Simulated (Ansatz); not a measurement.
LaOF:
```cif
data_F2La2O2
_chemical_formula_sum 'La2 O2 F2'
_space_group_name_H-M_alt 'P 1'
_space_group_IT_number 1
_cell_length_a 6.99688
_cell_length_b 6.99688
_cell_length_c 6.99688
_cell_angle_alpha 33.020
_cell_angle_beta 33.020
_cell_angle_gamma 33.020
loop_
_space_group_symop_operation_xyz
  'x, y, z'
loop_
_atom_site_label
_atom_site_type_symbol
_atom_site_fract_x
_atom_site_fract_y
_atom_site_fract_z
_atom_site_occupancy
La1 La 0.74234 0.74234 0.74234 1
La2 La 0.25766 0.25766 0.25766 1
O1 O 0.62276 0.62276 0.62276 1
O2 O 0.37724 0.37724 0.37724 1
F1 F 0.87072 0.87072 0.87072 1
F2 F 0.12928 0.12928 0.12928 1
```

Relaxed with LDA.

Task: Which orbitals make up the states near the band edges in the program Ansatz at the LDA level (PAW)?

Result: Top 1 eV of the valence band: O 2p 81 %, La 5d 6 %. Bottom 1 eV of the conduction band: La 4f 63 %, La 5d 27 %. Projections are on Löwdin-orthogonalised atomic valence shells; empty p or d shells of many metals are not among them.

Task: Tabulate the density of states.

Result: States/eV per cell of 6 atoms, in 0.25 eV bins, energy from the valence-band maximum.

```csv
E (eV),total,La 4f,F 2p,O 2p
-7.85,0.00,0.00,0.00,0.00
-7.60,0.00,0.00,0.00,0.00
-7.35,0.00,0.00,0.00,0.00
-7.10,0.00,0.00,0.00,0.00
-6.85,0.00,0.00,0.00,0.00
-6.60,0.00,0.00,0.00,0.00
-6.35,0.00,0.00,0.00,0.00
-6.10,0.00,0.00,0.00,0.00
-5.85,0.00,0.00,0.00,0.00
-5.60,0.00,0.00,0.00,0.00
-5.35,0.00,0.00,0.00,0.00
-5.10,0.00,0.00,0.00,0.00
-4.85,0.31,0.00,0.23,0.02
-4.60,6.39,0.04,4.90,0.30
-4.35,12.10,0.11,9.89,0.36
-4.10,5.41,0.05,4.52,0.14
-3.85,2.64,0.02,2.10,0.17
-3.60,13.48,0.16,11.56,0.54
-3.35,6.25,0.05,5.61,0.11
-3.10,1.43,0.01,1.30,0.02
-2.85,0.00,0.00,0.00,0.00
-2.60,0.00,0.00,0.00,0.00
-2.35,0.00,0.00,0.00,0.00
-2.10,0.00,0.00,0.00,0.00
-1.85,3.02,0.07,0.14,1.98
-1.60,9.00,0.25,0.75,5.89
-1.35,11.68,0.44,0.89,8.18
-1.10,7.65,0.33,0.57,5.58
-0.85,5.63,0.24,0.24,4.38
-0.60,7.00,0.33,0.27,5.65
-0.35,2.54,0.12,0.05,2.12
-0.10,1.48,0.06,0.01,1.28
0.15,0.00,0.00,0.00,0.00
0.40,0.00,0.00,0.00,0.00
0.65,0.00,0.00,0.00,0.00
0.90,0.00,0.00,0.00,0.00
1.15,0.00,0.00,0.00,0.00
1.40,0.00,0.00,0.00,0.00
1.65,0.00,0.00,0.00,0.00
1.90,0.00,0.00,0.00,0.00
2.15,0.00,0.00,0.00,0.00
2.40,0.00,0.00,0.00,0.00
2.65,0.00,0.00,0.00,0.00
2.90,0.00,0.00,0.00,0.00
3.15,0.00,0.00,0.00,0.00
3.40,0.00,0.00,0.00,0.00
3.65,0.00,0.00,0.00,0.00
3.90,0.00,0.00,0.00,0.00
4.15,0.40,0.13,0.01,0.03
4.40,3.10,1.33,0.06,0.25
4.65,3.64,1.98,0.07,0.20
4.90,3.69,2.56,0.11,0.07
5.15,10.27,9.23,0.11,0.07
5.40,41.01,38.80,0.26,0.16
```

Space group R-3m. The first step of the workflow began from a Materials Project structure, measured or hypothetical; the Crystallography Open Database files this formula in space group No. 166, but the cells were not matched. Its standing as an ambient phase is unchecked. Symmetry was held in the LDA relaxation; whether a distortion lowers the energy is not shown. Scalar-relativistic: spin–orbit coupling is off unless named, which matters more the heavier the elements.

Potentials: the later of the program's two PAW sets.
